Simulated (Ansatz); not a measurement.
Data sheet: Co2C (DFT)

Co2C:
```yaml
crystal:
  lattice:
    - [4.30042, 0.00000, 0.00000]
    - [0.00000, 4.31258, 0.00000]
    - [0.00000, 0.00000, 2.84050]
  atoms:
    - { symbol: Co, position: [0.64694, 0.74402, 0.00000] }
    - { symbol: Co, position: [0.35306, 0.25598, 0.00000] }
    - { symbol: Co, position: [0.85306, 0.24402, 0.50000] }
    - { symbol: Co, position: [0.14694, 0.75598, 0.50000] }
    - { symbol: C, position: [0.00000, 0.00000, 0.00000] }
    - { symbol: C, position: [0.50000, 0.50000, 0.50000] }
```

Space group Pnnm (No. 58); conventional cell a = 4.3004 Å, b = 4.3126 Å, c = 2.8405 Å, α = β = γ = 90.00°.

Method: PBEsol in the plane-wave PAW code Ansatz. Geometry: relaxed at this level of theory. Other levels are named where they apply.

**Cell and energy**

- Volume per atom = 8.78 Å³
- Density = 8.19 g/cm³
- Formation energy from the elements (no fitted shifts) = 0.024 eV/atom

**Electronic structure**

Electronic character: metallic (no gap)
Density of states at the Fermi level: 0.89 states/eV per atom (mean over ±0.08 eV)

**Mechanics**

Bulk modulus (Birch–Murnaghan fit): 287 GPa
Pressure derivative B′: 4.9

**Phonons**

- Highest zone-centre frequency: 710 cm^-1
- Zone-centre stability: no imaginary mode at Γ

The first step of the workflow began from a Materials Project structure, measured or hypothetical; the Crystallography Open Database files this formula in space group No. 58, but the cells were not matched. Its standing as an ambient phase is unchecked. The PBEsol relaxation kept the symmetry of its start. No spin polarisation was allowed. As this level gives no gap, phonon frequencies hold no LO–TO term and depend on the k-mesh and smearing (Fermi–Dirac, 0.1 eV here). The references are the lowest solids computed at this level, not always the standard phases.

Potentials: the later of the program's two PAW sets.
